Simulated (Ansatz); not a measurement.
**Fields on a plane of SrTl (CsCl type)**

```xyz
2
Lattice="4.0629 0.0000 0.0000 0.0000 4.0629 0.0000 0.0000 0.0000 4.0629" Properties=species:S:1:pos:R:3 pbc="T T T"
Sr     0.0000     0.0000     0.0000
Tl     2.0314     2.0314     2.0314
```

The slice is a {110} plane (indices of the conventional cell) through the point (0.000, 0.000, 0.000) (fractional), spanned by u = [100] and v = [011] in vectors of this cell: u (4.06 Å) and v (5.75 Å, at 90° to u). It covers one period; positions are fractions (u, v).

Atoms on it: Sr at (0.00, 0.00); Tl at (0.50, 0.50).

The numbers are results of r2SCAN (plane waves to 500 eV, PAW, scalar-relativistic; Ansatz, an electronic-structure program), not measurements. k mesh 12×12×12. Inside the PAW spheres the values are not all-electron values, and peaks at nuclei hang on which shells count as valence. Spin-orbit coupling is left out, though Tl is heavy. SrTl was relaxed with its symmetry unable to fall.

```
|xxxxxx999977220000000000000022779999xxxx|
|xxxx9999996611000000000000001166999999xx|
|9999999988330000001111110000003388999999|
|9999997744110000112222221100001144779999|
|7777553311000011223333332211000011335577|
|2222110000001122334444443322110000001122|
|0000000000113344444444444444331100000000|
|0000001122334444333333333344443322110000|
|1111223333443333334444443333334433332211|
|3333334444333344444444444444333344443333|
|3333444433334444332222223344443333444433|
|444444443333443311xxxxxx1133443333444444|
|4444443333334422xxxxxxxxxx22443333334444|
|4444443333444422xxxxxxxxxx22444433334444|
|4444443333334422xxxxxxxxxx22443333334444|
|444444443333443311xxxxxx1133443333444444|
|3333444433334444332222223344443333444433|
|3333334444333344444444444444333344443333|
|1111223333443333334444443333334433332211|
|0000001122334444333333333344443322110000|
|0000000000113344444444444444331100000000|
|2222110000001122334444443322110000001122|
|7777553311000011223333332211000011335577|
|9999997744110000112222221100001144779999|
|9999999988330000001111110000003388999999|
|xxxx9999996611000000000000001166999999xx|
|xxxxxx999977220000000000000022779999xxxx|
|xxxxxx999988330000000000000033889999xxxx|
```
Scale: ten equal steps from 0.03 (start of '0') to 0.87 (end of '9'), in the order '0123456789'. Values: electron localisation function (ELF). The map has 20 points along u (two characters each, u = 0 at the left) and 28 along v (v = 0 in the bottom row). Points within 0.5 Å of a nucleus are blanked (x), as the pseudised field means little there.

```
|7777777766442211000000000011224466777777|
|7777776655442211000000000011224455667777|
|7777666644331111000000000011113344666677|
|6666554433221111000000000011112233445566|
|4444443322111111111111111111111122334444|
|2222222211111111111111111111111111222222|
|1111111111111122222222222222111111111111|
|1111111111222233333333333333222211111111|
|0011111122223344444455444444332222111111|
|1111111122334455556666665555443322111111|
|1111112233445566777777777766554433221111|
|1111112233445577888888888877554433221111|
|1111222233556677889999998877665533222211|
|1111222233556677889999998877665533222211|
|1111222233556677889999998877665533222211|
|1111112233445577888888888877554433221111|
|1111112233445566777777777766554433221111|
|1111111122334455556666665555443322111111|
|0011111122223344444455444444332222111111|
|1111111111222233333333333333222211111111|
|1111111111111122222222222222111111111111|
|2222222211111111111111111111111111222222|
|4444443322111111111111111111111122334444|
|6666554433221111000000000011112233445566|
|7777666644331111000000000011113344666677|
|7777776655442211000000000011224455667777|
|7777777766442211000000000011224466777777|
|6677777766442211000000000011224466777777|
```
Scale: ten equal steps from -1.44 (start of '0') to 0.96 (end of '9'), in the order '0123456789'. Values: log₁₀ of the valence density in e/Å³. The map has 20 points along u (two characters each, u = 0 at the left) and 28 along v (v = 0 in the bottom row). The scale is logarithmic, as a density can span decades between atoms and voids.

| Property | Result |
|---|---|
| Density on the Sr–Tl line (3.52 Å) at its density minimum, 1.6 Å from Sr | 0.08 e/Å³ |
| ELF at that point | 0.1 |
